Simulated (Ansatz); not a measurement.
**Structure relaxation, Al2O3**

The start is a generated cell, Al2O3 placed in the stibnite structure type. The cell and all atomic positions are relaxed at zero pressure with r2SCAN (plane waves to 500 eV, PAW, scalar-relativistic; Ansatz, an electronic-structure program). The first steps use a coarse 3×7×3 k-mesh.

Starting cell:
```
CELL_PARAMETERS angstrom
      8.22260     0.00000     0.00000
      0.00000     2.79111     0.00000
      0.00000     0.00000     8.18106
ATOMIC_POSITIONS crystal
  Al 0.97063 0.25000 0.17398
  Al 0.47063 0.25000 0.32602
  Al 0.02937 0.75000 0.82602
  Al 0.52937 0.75000 0.67398
  Al 0.64939 0.25000 0.96397
  Al 0.14939 0.25000 0.53603
  Al 0.35061 0.75000 0.03603
  Al 0.85061 0.75000 0.46397
  O  0.29220 0.25000 0.19181
  O  0.79220 0.25000 0.30819
  O  0.70780 0.75000 0.80819
  O  0.20780 0.75000 0.69181
  O  0.45040 0.25000 0.87700
  O  0.95040 0.25000 0.62300
  O  0.54960 0.75000 0.12300
  O  0.04960 0.75000 0.37700
  O  0.62460 0.25000 0.56110
  O  0.12460 0.25000 0.93890
  O  0.37540 0.75000 0.43890
  O  0.87540 0.75000 0.06110
```

```json
{
 "initial_pressure": "-12.6 GPa (negative: the cell is under tension)",
 "largest_initial_force": "3.17 eV/Å, on O9, O10, O11, O12 (atoms numbered as listed)",
 "outcome": "The space group stays Pnma (No. 62) (the run could not lower it), with 20 atoms in the primitive cell",
 "energy_released": "0.39 eV/atom",
 "Shortest distances (start → end)": "The closest pairs of elements (up to four, under 3.6 Å), start → end: Al–O 1.78 → 1.80 Å; O–O 2.49 → 2.45 Å; Al–Al 2.79 → 2.66 Å",
 "band_gap_at_the_end": "5.24 eV, direct at Γ (no spin-orbit coupling)",
 "optimiser_moves": "12"
}
```

Final values are on a 3×10×4 k-mesh of the relaxed cell. No spin polarisation in the result.

The run could not lose the symmetry of its start: the end is stationary, and may be a saddle point rather than a minimum.

The relaxed structure here is a generated cell of Al2O3: the first start was made by placing the elements on the sites of a structure type, and the end was not matched to a known phase here, so it may be hypothetical. Known forms of Al2O3 include space group No. 167.
